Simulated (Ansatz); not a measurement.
## Tl (P6_3/mmc): electronic heat capacity and spin susceptibility from the density of states

Level of theory: Ansatz 0.2.0, DFT PBE+D3(BJ), scalar-relativistic, plane waves, PAW.

Plane waves to 420 eV, a k mesh through Γ of 15×15×4 on the computed 4-atom cell and Gaussian smearing (0.10 eV); no spin polarisation.

Relaxed cell: P6_3/mmc, a = 3.456 Å, b = 3.456 Å, c = 11.350 Å, α = 90.00°, β = 90.00°, γ = 120.00°, 4 atoms in the primitive cell.

The density of states at the Fermi level is 2.196 states/eV in the cell of 4 atoms (4 formula units; both spins, tetrahedra on a 23×23×6 mesh).

Question: What Sommerfeld coefficient and Pauli susceptibility does this give?

Answer: Per formula unit N(E_F) = 0.549 states/eV. γ = (π²/3) k_B² N(E_F) N_A = 2.357 mJ/(mol K²) per state/eV, so γ = 1.3 mJ/(mol K²), a mole of formula units. χ_P = μ_B² N(E_F) N_A = 3.23×10⁻⁵ emu/mol per state/eV gives 1.8×10⁻⁵ emu/mol. This is the bare band result: a measured γ of the same phase is as a rule larger by a factor 1 + λ from phonons and spin fluctuations, the spin part of χ is larger by the Stoner factor, and a measured χ also holds orbital and core terms. N(E_F) at one energy is sensitive to the mesh where the density of states has sharp peaks.

Spin-orbit coupling is left out, which matters for the bands of heavy elements.

Cost: 1 run of about 1 core-minutes, on Arm Neoverse V2 (shared hosts).